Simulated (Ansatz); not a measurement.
**Convergence of Ga₃Sb with the k-point mesh**

Method: DFT PBE, scalar-relativistic, plane waves, PAW in Ansatz 0.2.0.

```
CELL_PARAMETERS angstrom
-2.16630 2.23550 4.78378
2.17681 -2.15945 4.75405
2.13162 2.12477 -4.74929
ATOMIC_POSITIONS crystal
Ga 0.73349 0.24705 0.48655
Ga 0.27834 0.74675 0.53601
Ga 0.52464 0.50643 0.04302
Sb 0.99214 0.02016 0.99531
```

```
plane-wave cutoff : 420 eV
occupation rule   : Gaussian smearing, 0.1 eV
spin treatment    : unpolarised
```

The atoms are held and the k-point mesh is swept. Energies are extrapolated to zero smearing and count from the reference run, 8×8×10. The cell was strained and its atoms displaced at random, so that forces don't vanish. The meshes are Γ-centred. Spin–orbit coupling is left out. Pressure is positive in compression.

Times are rough; the reference took 72 s on 1 thread of Arm Neoverse V2, with other jobs on the host, peak memory 0.87 GiB.

(1) One run gave ΔE = 1864 meV/atom and P = 27.02 GPa. Which k-point mesh did it use, of 1×1×1, 2×2×2, 2×2×4, 4×4×4, 4×4×6, 6×6×6?

Answers

(1) 1×1×1. All runs:

```
  mesh  ΔE (meV/atom) P (GPa) largest change of a force component (eV/Å) irreducible points wall time (s)
 1×1×1           1864    27.02                                       2.742                   1            1.1
 2×2×2            359     5.22                                       0.489                   8            1.9
 2×2×4            126     1.54                                       0.233                  12            3.1
 4×4×4          -5.68    -0.54                                       0.083                  36            8.4
 4×4×6           1.38    -0.05                                       0.095                  52             12
 6×6×6          -6.63    -0.10                                       0.041                 112             28
8×8×10           0.00    -0.26                                       0.000                 324             72
```